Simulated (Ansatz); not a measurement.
A geometry of InSe away from equilibrium: step 3 of the relaxation of a relaxed InSe cell shaken by Gaussian noise of σ = 0.08 Å a coordinate. Calculation: PBEsol (plane waves to 420 eV, PAW, scalar-relativistic; Ansatz, a first-principles code). Γ-centred k-mesh 3×3×6 on the run's cell (coarser than for final values), Fermi–Dirac smearing 0.05 eV.

```xyz
8
Lattice="8.0814 0.0463 0.0033 0.0463 8.1360 -0.0148 0.0016 -0.0073 4.0478" Properties=species:S:1:pos:R:3:forces:R:3 pbc="T T T" free_energy=-43800.948 pressure_GPa=0.2
Se     6.1306     1.8821     2.0423   -0.0403   -0.0161   -0.0479
Se     2.0845     2.1959    -0.0576    0.0013   -0.0284    0.0230
Se     6.0834     5.9251    -0.0796   -0.0676   -0.0352    0.0006
Se     2.0388     6.2621     2.0242    0.0615   -0.0742   -0.0299
In     7.1627     7.1195     1.9428    0.1282    0.2101    0.0185
In     3.2168     5.1125    -0.0061   -0.2077    0.3833    0.0236
In     4.9281     2.9948     0.0175    0.2143   -0.3311    0.0235
In     1.0027     0.9701     1.9660   -0.0897   -0.1084   -0.0114
```

Positions in Å, forces in eV/Å, free energy of the cell in eV (comparable only within this code, potentials and settings). Largest force: 0.44 eV/Å, on In6 (atoms numbered as listed); the geometry lies 0.08 eV/atom above the end of its relaxation.

No spin polarisation in the result.

The end of the path is a generated cell of InSe: the first start was made by placing the elements on the sites of a structure type, and the end was not matched to a known phase here, so it may be hypothetical. Known forms of InSe include space group No. 194.
